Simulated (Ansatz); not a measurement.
InSe:
```xyz
4
Lattice="4.0201 0.0000 0.0000 -2.0100 3.4815 0.0000 0.0000 0.0000 37.0000" Properties=species:S:1:pos:R:3 pbc="T T F"
Se     0.0000     0.0000    21.1632
Se     0.0000     0.0000    15.8368
In     0.0000     2.3210    17.1055
In     0.0000     2.3210    19.8945
```
The layer is periodic in x and y and isolated along z.

In-plane strain on the r²SCAN+D4-relaxed layer, atoms relaxed; r²SCAN+D4 (plane waves, PAW; program Ansatz). Band edges on the k-mesh, from the upper vacuum level. Strained cells keep their symmetry and size, so buckling under compression is not allowed; words on stability below refer to the unstrained layer.

| strain x / y (%) | ΔE (meV/atom) | tension xx (N/m) | tension yy (N/m) | thickness (Å) | VBM (eV) | CBM (eV) |
|---|---|---|---|---|---|---|
| -4 / -4 | 28.8 | -3.59 | -3.59 | 5.49 | -6.36 | -3.75 |
| -2 / -2 | 6.9 | -1.65 | -1.65 | 5.41 | -6.36 | -3.97 |
| -1 / 0 | 0.6 | -0.60 | -0.17 | 5.35 | -6.26 | -4.15 |
| 0 / 0 | 0.0 | 0.00 | 0.00 | 5.33 | -6.23 | -4.22 |
| 1 / 0 | 0.6 | 0.57 | 0.17 | 5.31 | -6.20 | -4.28 |
| 2 / 2 | [?] | [?] | [?] | [?] | [?] | [?] |
| 4 / 4 | [?] | [?] | [?] | [?] | [?] | [?] |

Q: What belongs in the gaps?

A: 
- 2 / 2, ΔE (meV/atom): 6.3
- 2 / 2, tension xx (N/m): 1.39
- 2 / 2, tension yy (N/m): 1.39
- 2 / 2, thickness (Å): 5.24
- 2 / 2, VBM (eV): -6.12
- 2 / 2, CBM (eV): -4.48
- 4 / 4, ΔE (meV/atom): 24.2
- 4 / 4, tension xx (N/m): 2.54
- 4 / 4, tension yy (N/m): 2.54
- 4 / 4, thickness (Å): 5.15
- 4 / 4, VBM (eV): -6.03
- 4 / 4, CBM (eV): -4.74

Space group P-6m2 (GaSe-type). A layer that has been made, often on a substrate. The cell was relaxed with r²SCAN+D4 under the symmetry of its start; whether a distortion lowers the energy is not shown. Scalar-relativistic: spin–orbit coupling is off unless named, which matters more the heavier the elements.

Potentials: the later of the program's two PAW sets.
